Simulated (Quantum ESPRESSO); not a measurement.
## One change at a time to AgAu6Mo

These are calculations, not measurements. They come from Quantum ESPRESSO 7.5, a public plane-wave density functional program. Each row is one single-point run on a made-up periodic cell of eight metal atoms, with elements, volume, strain and displacements drawn at random and not relaxed, so a cell may be unstable or far from any real phase. There is no spin polarisation or spin-orbit coupling.

Settings: PBE unless stated; PseudoDojo standard norm-conserving files; Fermi-Dirac width 0.25 eV, which means electrons at about 2900 K; cutoff 1116 eV; 8 x 4 x 3 k mesh shifted half a step off Gamma. E is the free energy of the whole cell (internal energy minus TS), so a -TS column is already part of it. Stress is positive in tension, and the pressure P is minus a third of its trace.

Checks: one run of this series was repeated at a higher cutoff and on a denser mesh, which moved values by no more than 0.013 eV, 0.15 GPa and 0.020 eV/Å, and a second program with other atomic files agreed on it to 2 % rms in force and 0.5 GPa in pressure. Known limits: heavy elements are run without spin-orbit coupling, which real alloys of them have; a spin test at this wide smearing found no moment, but such smearing suppresses magnetism that the real alloy may have.

The lattice is face-centred cubic, and the cell vectors in Å are (0.000, -2.070, -2.070); (0.000, 4.141, -4.141); (8.282, 0.000, 0.000), a volume of 142.01 Å³ in run 1. The elements on sites 1 to 8 are Ag Au Au Au Au Au Au Mo. Each later run makes one change to run 1 and keeps the rest. E is counted from run 1, and is n/a where other atomic files have another zero of energy.

```
run,change,V (Å³),P (GPa),-TS (eV),rms force (eV/Å),largest change of a force component (eV/Å),E (eV)
1,none,142.01,9.20,-0.975,1.640,0.000,0.000
2,sites 1 and 4 exchanged,142.01,8.62,-0.979,1.675,0.556,0.145
3,all lengths scaled by -1.54 %,135.54,18.48,-0.937,2.036,0.771,0.551
4,PBEsol in place of PBE,142.01,1.20,-0.979,1.496,0.292,n/a
5,Al on site 6,142.01,5.13,-0.910,1.410,2.277,n/a
6,site 2 moved by +0.21 Å along x,142.01,13.55,-0.963,2.097,2.173,?
```

## Worked estimate

Along the move dE = -F dx. The force on site 2 along x is -2.530 eV/Å in run 1 and -4.703 eV/Å in run 6, and the move is +0.21 Å, so the mean force times the move gives an estimate.

## Withheld value

Question: what E should run 6 give?

The estimate is 0.759 eV. The calculation gave 0.748 eV. The mean of two end points misses the curvature of the force.
